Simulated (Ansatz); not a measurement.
**Notes on Cs2AgBiBr6**

```
Bi Ag Cs Br
1.0
     0.00000    5.66907    5.66907
     5.66907    0.00000    5.66907
     5.66907    5.66907    0.00000
Bi Ag Cs Br
1 1 2 6
Cartesian
  0.0000 0.0000 0.0000
  5.6691 5.6691 5.6691
  2.8345 2.8345 2.8345
  8.5036 8.5036 8.5036
  5.6691 2.8408 5.6691
  8.4974 5.6691 5.6691
  5.6691 8.4974 5.6691
  2.8408 5.6691 5.6691
  5.6691 5.6691 2.8408
  5.6691 5.6691 8.4974
```

Method: PBE, no spin polarisation; PAW, plane waves to 420 eV, 4×4×4 Γ-centred mesh, fermi-dirac occupations (width 0.1 eV) (Ansatz 0.2.0), atoms fixed.

(1) Describe some of the short contacts.

(2) What does the stress say?

(3) Which orbitals make up the band edges?

(4) What is the formation energy?

(5) Where is the largest force?

(6) What is the band gap?

(7) Give the Bader charges.

Origin: a database entry at a rescaled volume. Caveats: no spin-orbit coupling, which can shift this gap by tenths of an eV.

Results:

(1) Ag–Br at 2.83 Å: least valence density 0.24 e/Å³ and ELF 0.14 there. Bi–Br at 2.84 Å: least valence density 0.31 e/Å³ and ELF 0.34 there. Cs–Br at 4.01 Å: least valence density 0.03 e/Å³ and ELF 0.02 there, so no covalent bond. Both are smooth PAW fields, read partly inside the augmentation spheres.

(2) The pressure is 1.0 GPa (compression positive), so with the atoms held at these fractions the cell would first expand.

(3) Within 0.7 eV of the edges, the states project mainly on Br p (65 %) and Ag d (23 %) below the gap and on Bi p (48 %), Ag s (25 %) and Br p (14 %) above it.

(4) -1.14 eV an atom against the elements' usual phases (free molecules for gases, crystals otherwise, with no correction for O₂ or N₂), so it is bound against them; other compounds may still compete. Relaxing would lower it.

(5) The largest is on Br9 (and as large on other atoms): 0.19 eV/Å, components (0.00, 0.00, 0.19). It makes 0° with the line to a nearest neighbour, Ag2 at 2.83 Å, pointing towards it.

(6) The gap is 1.30 eV, indirect (the least direct gap found is 2.33 eV).

(7) Bader charges in e: Cs +0.87, Ag +0.50, Bi +1.39, Br -0.61. In the mean Bi gives up most and Br takes most.
